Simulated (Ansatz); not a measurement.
Several occupations of a fcc lattice at one composition, 13 Al, 3 V. Sites, in fractions of the cell -3.995 3.995 -3.995; 3.995 3.995 3.995; 3.995 -3.995 -3.995 Å:

| cell | sites |
| --- | --- |
| all | Al (0.00 0.00 0.00), Al (0.00 0.25 0.75), Al (0.00 0.50 0.50), Al (0.00 0.75 0.25), Al (0.25 0.75 0.00), Al (0.50 0.00 0.50), Al (0.50 0.25 0.25), Al (0.75 0.25 0.00) |
| 1 | Al (0.25 0.25 0.50), Al (0.25 0.50 0.25), Al (0.50 0.50 0.00), Al (0.75 0.00 0.25), Al (0.75 0.50 0.75), V (0.25 0.00 0.75), V (0.50 0.75 0.75), V (0.75 0.75 0.50) |
| 2 | Al (0.25 0.00 0.75), Al (0.25 0.25 0.50), Al (0.50 0.50 0.00), Al (0.50 0.75 0.75), Al (0.75 0.75 0.50), V (0.25 0.50 0.25), V (0.75 0.00 0.25), V (0.75 0.50 0.75) |
| 3 | Al (0.25 0.00 0.75), Al (0.50 0.75 0.75), Al (0.75 0.00 0.25), Al (0.75 0.50 0.75), Al (0.75 0.75 0.50), V (0.25 0.25 0.50), V (0.25 0.50 0.25), V (0.50 0.50 0.00) |

Each was relaxed without symmetry on coarser meshes and computed once more. All numbers below come from DFT PBE, scalar-relativistic, plane waves, PAW in Ansatz.

Plane waves to 420 eV, a k mesh through Γ of 6×6×6 on the computed 16-atom cell and Gaussian smearing (0.10 eV); no spin polarisation.

Warren–Cowley parameters of the first shell of the sublattice with most elements (negative: unlike neighbours preferred):
```csv
cell,Al-V
1,-0.03
2,-0.23
3,-0.03
```

Cells 1 and 3 are most likely one occupation up to symmetry.

Q: Which occupation is lowest in energy, and by how much?

A: Cell 2.
```tsv
cell	E − E(lowest) (meV/atom)	V (Å³/atom)
2	0.0	15.38
1	28.2	15.53
3	28.2	15.53
```

The final mesh leaves forces up to 0.24 eV/Å and stresses up to 0.7 GPa: the relaxation ran on a coarser mesh, so the cell's shape, its bonds and its energy belong partly to that mesh.

Spin polarisation was left out, and a magnetic state may lie lower.

Cost: 6 runs of about 12 core-minutes in all (earlier runs that led there not counted), on Arm Neoverse V1 (shared hosts).